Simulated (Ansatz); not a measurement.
Tl2SnCl6:
```
Tl2SnCl6
1.0
    0.00000     4.96441     4.96441
    4.96441     0.00000     4.96441
    4.96441     4.96441     0.00000
Tl Sn Cl
2 1 6
Cartesian
  7.44661   7.44661   7.44661
  2.48220   2.48220   2.48220
  0.00000   0.00000   0.00000
  4.96441   4.96441   7.48881
  4.96441   4.96441   2.44000
  7.48881   4.96441   4.96441
  2.44000   4.96441   4.96441
  4.96441   7.48881   4.96441
  4.96441   2.44000   4.96441
```

Relaxed with r²SCAN+D4. Special points in fractions of this cell's reciprocal vectors: Γ (0.000, 0.000, 0.000); X (0.500, 0.000, 0.500); U (0.625, 0.250, 0.625); K (0.375, 0.375, 0.750); L (0.500, 0.500, 0.500); W (0.500, 0.250, 0.750).

List the band energies nearest the valence-band maximum at these points for r²SCAN+D4 (plane waves, PAW; program Ansatz).

In eV from the valence-band maximum; about four levels below and three above (degenerate sets whole), none deeper than 8.9 eV; points with the same levels are listed once.

```
k                          below                               above
-  -----------------------------  ----------------------------------
Γ  -0.65 -0.65 -0.01 -0.01 -0.01  2.90 7.18 7.18 7.18 7.18 7.18 7.18
X   -0.64 -0.64 -0.51 -0.01 0.00                      4.10 4.89 5.71
U        -0.56 -0.35 -0.15 -0.14                      4.10 5.20 5.81
L        -0.35 -0.34 -0.29 -0.29                      3.86 5.30 5.33
W        -0.35 -0.35 -0.21 -0.21                      4.12 5.43 5.52
```

Space group Fm-3m. The workflow started from a Materials Project entry (that database holds measured and hypothetical structures alike); the Crystallography Open Database files this formula in space group No. 225, but the cells were not matched. Its standing as an ambient phase is unchecked. The r²SCAN+D4 relaxation kept the symmetry of its start; whether a distortion lowers the energy is not shown. Spin–orbit coupling is left out wherever it is not named.

Potentials: the later of the program's two PAW sets.
